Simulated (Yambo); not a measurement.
BSE-type run in Yambo on K2PtBr4 (space group P4/mmm, No. 123), at finite momentum (a q point of the mesh, 0.60 1/Å).

Quantum ESPRESSO step (PBEsol, PseudoDojo standard norm-conserving files, scalar-relativistic):
```
&CONTROL
  calculation = 'nscf'
  pseudo_dir = './pseudo'
  outdir = './out'
/
&SYSTEM
  ibrav = 0
  nat = 7
  ntyp = 3
  ecutwfc = 84.0
  ecutrho = 336.0
  occupations = 'fixed'
  force_symmorphic = .true.
  nbnd = 125
/
&ELECTRONS
  conv_thr = 7.000000000000001e-09
  diago_full_acc = .true.
  diago_thr_init = 1e-08
/
ATOMIC_SPECIES
K 39.0983 K.upf
Br 79.9040 Br.upf
Pt 195.0840 Pt.upf
CELL_PARAMETERS angstrom
  7.405510000000   0.000000000000   0.000000000000
  0.000000000000   7.405510000000   0.000000000000
  0.000000000000   0.000000000000   4.365230000000
ATOMIC_POSITIONS crystal
K   0.000000000000   0.500000000000   0.500000000000
K   0.500000000000   0.000000000000   0.500000000000
Br   0.765730000000   0.765730000000   0.000000000000
Br   0.234270000000   0.234270000000   0.000000000000
Br   0.234270000000   0.765730000000   0.000000000000
Br   0.765730000000   0.234270000000   0.000000000000
Pt   0.000000000000   0.000000000000   0.000000000000
K_POINTS automatic
4 4 4 0 0 0
```

Yambo input:
```
rim_cut
optics
bse
bss
dipoles
em1s
RandQpts= 1000000
RandGvec= 1 Ry
FFTGvecs= 40 Ry
Chimod= "HARTREE"
BSKmod= "SEX"
BSEmod= "resonant"
BSSmod= "hs"
BSENGexx= 15 Ry
BSENGBlk= 3 Ry
% KfnQP_E
 2.197 | 1.0 | 1.0 |
%
% BSEQptR
 16 | 16 |
%
% BSEBands
 19 | 35 |
%
% BEnRange
 0.0 | 8.6 | eV
%
% BDmRange
 0.15 | 0.15 | eV
%
BEnSteps= 172
% BLongDir
 1.0 | 0.0 | 0.0 |
%
BSHayTrs= -0.02
BSSNEig= 24
WRbsWF
% BndsRnXs
 5 | 121 |
%
NGsBlkXs= 3 Ry
% LongDrXs
 1.0 | 1.0 | 1.0 |
%
```

From the report:

The dimension is k points × valence × conduction bands = 64 × 14 × 3 = 2688.
```
   [SLEPC] Approach                          : Krylov-Schur
   [SLEPC] Number of requested eigenvalues   :  24
   [SLEPC] Number of eigenvalues        [NEV]:  24
    [K] Dimension                                    :  2688
    [K] Bands                                        :   19   35
    [K] Exchange res                                 : yes
    [K] Correlation res                              : yes
    [K] W interaction is bare                        : no
    [K] RL vectors exchange                          :  1563
    [K] RL vectors correlation                       :  145
    [W] Matrix size                                  :  145
    [W] Bands                                        :    5  121
    [W] Coulomb Cutoff                               : none
    [W] Hxc Kernel                                   : HARTREE
```
Lowest eigenvalues (eV; in brackets the number of states within 2 meV): 1.97 (2), 1.98 (1), 2.25 (1), 3.18 (2), 3.20 (1), 3.30 (2). They depend on the mesh, which isn't converged, and on the G0W0 scissor.

Spin-orbit coupling is not included.

Geometry of the Materials Project entry, not relaxed at this level.

The structure is a Materials Project entry; no match was found in the copy of COD used, and its stability was not checked.
